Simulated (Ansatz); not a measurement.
Data sheet: GaBO3 (DFT)

GaBO₃:
```yaml
crystal:
  lattice:
    - [2.29244, 1.32354, 4.72500]
    - [-2.29244, 1.32354, 4.72500]
    - [0.00000, -2.64708, 4.72500]
  atoms:
    - { symbol: Ga, position: [0.50000, 0.50000, 0.50000] }
    - { symbol: Ga, position: [0.00000, 0.00000, 0.00000] }
    - { symbol: B, position: [0.25000, 0.25000, 0.25000] }
    - { symbol: B, position: [0.75000, 0.75000, 0.75000] }
    - { symbol: O, position: [0.94892, 0.55108, 0.25000] }
    - { symbol: O, position: [0.05108, 0.44892, 0.75000] }
    - { symbol: O, position: [0.25000, 0.94892, 0.55108] }
    - { symbol: O, position: [0.75000, 0.05108, 0.44892] }
    - { symbol: O, position: [0.55108, 0.25000, 0.94892] }
    - { symbol: O, position: [0.44892, 0.75000, 0.05108] }
```

Space group R-3c (No. 167); conventional cell a = b = 4.5849 Å, c = 14.1750 Å, α = β = 90.00°, γ = 120.00°.

Method: plane-wave PAW PBEsol (Ansatz code). Structure relaxed to zero pressure with the same functional. Other levels are named where they apply.

### Cell and energy

```yaml
volume_per_atom: 8.60 Å³
density: 4.96 g/cm³
Formation energy from the elements (no fitted shifts): -2.16 eV/atom
```

### Electronic structure

```yaml
band_gap: 4.16 eV (direct)
valence_band_maximum: at Γ
conduction_band_minimum: at Γ
electron_effective_mass: 0.43, 0.43, 1.8 mₑ (principal values)
Electron effective mass with spin–orbit coupling: 0.43, 0.43, 1.8 mₑ (principal values)
Hole effective mass, band 1 of 2 at the edge: 3.7 along x, 2.5 along z (mₑ)
Hole effective mass, band 2 of 2 at the edge: 0.66 along x, 2.5 along z (mₑ)
Hole effective mass with spin–orbit coupling: 1.1, 1.1, 2.5 mₑ (principal values)
HSE06 gap on the PBEsol cell: 6.20 eV
Gap with spin–orbit coupling: 4.16 eV
```

### Mechanics

```yaml
Bulk modulus (Birch–Murnaghan fit): 196 GPa
Pressure derivative B′: 4.6
Elastic constants (relaxed ions, GPa): C11 = 428, C12 = 160, C13 = 109, C14 = 16.0, C33 = 274, C44 = 86.5
mechanical_stability: stable (all eigenvalues of C positive)
hill_bulk_and_shear_moduli: 203 and 108 GPa
Young's modulus: 275 GPa
Poisson's ratio: 0.27
debye_temperature_from_the_elastic_constants: 754 K
```

### Dielectric response

```yaml
Electronic dielectric constant ε∞ (DFPT): 3.90 (xx = yy), 3.48 (zz)
Static dielectric constant ε0 (ions relaxed, cell fixed): 10.4 (xx = yy), 11.1 (zz)
Born charges (a third of the trace): Ga +3.46, B +2.26, O -1.91 e
```

### Phonons

```yaml
Highest zone-centre frequency (without LO–TO term): 1236 cm⁻¹
zone_centre_stability: no imaginary mode at Γ
dynamical_stability_on_the_path: stable (no imaginary branch)
zero_point_energy: 101.3 meV/atom
Vibrational entropy at 300 K: 13.0 J/(K·mol of atoms)
```

The first step of the workflow began from a Materials Project structure, measured or hypothetical; the Crystallography Open Database files this formula in space group No. 167, but the cells were not matched. Its standing as an ambient phase is unchecked. The PBEsol relaxation kept the symmetry of its start. The references are the lowest solids computed at this level, not always the standard phases (solids in place of the gases). Scalar-relativistic: spin–orbit coupling is off unless named, which matters more the heavier the elements.

Potentials: the later of the program's two PAW sets.
